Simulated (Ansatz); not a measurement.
# MgSi (P4/mmm), a vibration from a frozen displacement

The calculation used Ansatz, DFT r2SCAN, scalar-relativistic, plane waves, PAW. Cutoff 500 eV, Γ-centred 16×16×12 k-points, Gaussian smearing of 0.15 eV. No spin polarisation. Energies are free energies at this smearing, counted from the undisturbed cell; pressure is positive in compression.

The starting cell (as given, not relaxed at this level; it stands at -1.3 GPa, and it needn't be the usual structure):

```
Mg Si
1.0
     2.90839    0.00000    0.00000
     0.00000    2.90839    0.00000
     0.00000    0.00000    4.10343
Mg Si
1 1
Direct
  0.00000 0.00000 0.00000
  0.50000 0.50000 0.50000
```

Every Si atom is moved by x along the Cartesian unit vector (0.000, 0.000, 1.000); the cell and all other atoms stay fixed. The cell's volume is 34.71 Å³; the moved atoms weigh 28.085 u together and the others 24.305 u. Some rows repeat others by symmetry and weren't run.

| x (Å) | ΔE (meV/cell) | total force on the moved atoms along the move (eV/Å) | pressure (GPa) |
| --- | --- | --- | --- |
| -0.2000 | 77.19 | 0.7800 | 0.0465 |
| -0.1750 | 58.96 | 0.6792 | -0.2622 |
| -0.1500 | 43.22 | 0.5797 | -0.5302 |
| -0.1250 | 29.96 | 0.4814 | -0.7571 |
| -0.1000 | 19.15 | 0.3839 | -0.9430 |
| -0.0750 | 10.76 | 0.2873 | -1.0877 |
| -0.0500 | 4.78 | 0.1912 | -1.1911 |
| -0.0250 | 1.19 | 0.0955 | -1.2532 |
| 0.0000 | 0.00 | 0.0000 | -1.2739 |
| 0.0250 | 1.19 | -0.0955 | -1.2532 |
| 0.0500 | 4.78 | -0.1912 | -1.1911 |
| 0.0750 | 10.76 | -0.2873 | -1.0877 |
| 0.1000 | 19.15 | -0.3839 | -0.9430 |
| 0.1250 | 29.96 | -0.4814 | -0.7571 |
| 0.1500 | 43.22 | -0.5797 | -0.5302 |
| 0.1750 | 58.96 | -0.6792 | -0.2622 |
| 0.2000 | 77.19 | -0.7800 | 0.0465 |

What frequency belongs to this motion?

The force constant is k = −dF/dx = 3.820 eV/Å², from the parabola through x = -0.0250, 0 and 0.0250. In every cell the moved atoms swing against the rest, so the mass is μ = m₁m₂/(m₁ + m₂) = 13.029 u, and ν̃ = 521.5 cm⁻¹ × √(|k|/μ) = 282 cm⁻¹, at this cell's pressure of -1.3 GPa. To first order in x, and within 1 %, the force on every atom lies along the move and, within each of the two groups, in proportion to the atom's mass, so this is itself a mode at the zone centre of this cell.

How far does the harmonic law reach?

At x = -0.200 Å, kx²/2 = 76.40 meV against the computed 77.19 meV (+1.0 %): the well is still close to harmonic there.

The pressure changes with x². What does that say about the frequency under compression?

With E = k(V)x²/2, k ∝ V^(−2γ) and x scaling with the cell as V^(1/3), P − P0 = −∂E/∂V = (2γ − 2/3) ΔE/V. At x = 0.0500 Å, V(P − P0) = 34.71 × 0.08277 / 160.2 eV = 17.93 meV and ΔE = 4.78 meV, so γ = 1/3 + V(P − P0)/(2ΔE) = 2.21. This is the Grüneisen parameter of the motion under uniform scaling of the cell: shrinking the cell evenly by 1 % in volume raises the frequency by about 2.21 %.

In a metal these slopes depend on the k mesh and the smearing.